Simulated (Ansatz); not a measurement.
ScGeCN:
```
CELL_PARAMETERS angstrom
      3.38572     0.00000     0.00000
     -1.69286     2.93212     0.00000
      0.00000     0.00000     5.33086
ATOMIC_POSITIONS crystal
  Sc 0.33333 0.66667 0.52490
  Ge 0.66667 0.33333 0.99759
  C  0.33333 0.66667 0.09302
  N  0.66667 0.33333 0.63448
```

Relaxed with r²SCAN. Independent-particle spectrum: no excitons, no local fields, no scissors shift; 0.1 eV broadening; ε₁ of the summed bands alone.

Q: Tabulate the dielectric function from the program Ansatz at the r²SCAN level (PAW).

A: 

| E (eV) | ε₁ xx | ε₂ xx | ε₁ zz | ε₂ zz |
|---|---|---|---|---|
| 0.0 | 7.66 | 0.00 | 7.26 | 0.00 |
| 0.3 | 7.68 | 0.00 | 7.28 | 0.00 |
| 0.6 | 7.75 | 0.00 | 7.34 | 0.00 |
| 0.9 | 7.86 | 0.00 | 7.45 | 0.00 |
| 1.2 | 8.03 | 0.00 | 7.60 | 0.00 |
| 1.5 | 8.26 | 0.00 | 7.82 | 0.00 |
| 1.8 | 8.59 | 0.00 | 8.11 | 0.00 |
| 2.1 | 9.06 | 0.00 | 8.53 | 0.00 |
| 2.4 | 9.80 | 0.00 | 9.15 | 0.00 |
| 2.7 | 11.42 | 0.38 | 10.23 | 0.01 |
| 3.0 | 12.86 | 2.48 | 13.26 | 1.04 |
| 3.3 | 11.54 | 5.37 | 12.32 | 6.59 |
| 3.6 | 9.92 | 4.08 | 7.82 | 5.22 |
| 3.9 | 11.16 | 4.69 | 8.44 | 3.94 |
| 4.2 | 11.94 | 6.58 | 9.61 | 3.37 |
| 4.5 | 9.67 | 9.76 | 11.13 | 4.15 |
| 4.8 | 8.23 | 7.16 | 15.04 | 8.24 |
| 5.1 | 10.99 | 9.16 | 13.82 | 10.69 |
| 5.4 | 8.11 | 12.73 | 8.41 | 18.19 |
| 5.7 | 3.82 | 13.75 | 3.58 | 17.99 |
| 6.0 | 3.00 | 10.07 | -4.44 | 13.27 |
| 6.3 | 3.11 | 11.28 | -2.67 | 8.63 |
| 6.6 | 1.64 | 12.36 | -1.52 | 7.56 |
| 6.9 | -1.74 | 9.03 | -1.33 | 6.08 |
| 7.2 | -0.35 | 9.25 | -0.61 | 7.84 |
| 7.5 | -1.42 | 8.31 | -2.50 | 5.57 |
| 7.8 | -1.21 | 7.25 | -0.88 | 5.19 |
| 8.1 | -1.39 | 7.53 | -1.13 | 6.11 |
| 8.4 | -2.49 | 6.89 | -2.98 | 4.50 |
| 8.7 | -2.98 | 6.01 | -1.98 | 3.32 |
| 9.0 | -2.90 | 5.54 | -1.66 | 3.11 |
| 9.3 | -3.50 | 4.23 | -1.57 | 1.95 |
| 9.6 | -2.43 | 3.53 | -0.25 | 1.88 |
| 9.9 | -2.51 | 3.04 | 0.34 | 1.69 |
| 10.2 | -2.09 | 3.08 | 1.26 | 2.73 |
| 10.5 | -2.16 | 2.89 | 0.23 | 3.80 |
| 10.8 | -2.19 | 2.75 | 0.12 | 3.94 |
| 11.1 | -2.12 | 2.08 | -0.84 | 3.36 |
| 11.4 | -1.88 | 1.79 | -0.33 | 2.59 |
| 11.7 | -1.49 | 1.57 | -0.17 | 3.61 |
| 12.0 | -1.22 | 1.48 | -0.67 | 3.32 |

Q: From ε at 3.2 eV (xx: 12.12 + 4.60i), find n, k, the normal reflectivity and the absorption coefficient.

A: n = 3.54, k = 0.649, R = 33 %, α = 2kE/ħc = 210000 cm⁻¹.

With all bands, ε∞ without local fields is 7.78 (xx = yy), 7.38 (zz).

Space group P3m1. The start of the workflow was typed in or built on a structure type; neither database checked (COD, Materials Project) lists it. Whether it is the stable phase at ambient conditions was not checked. The cell was relaxed with r²SCAN under the symmetry of its start; whether a distortion lowers the energy is not shown. No spin polarisation was allowed. Spin–orbit coupling is left out wherever it is not named.

Potentials: the earlier of the program's two PAW sets. The files were generated under PBE; for other functionals the program regenerates the frozen cores, and for LDA and PBEsol the local potential too.
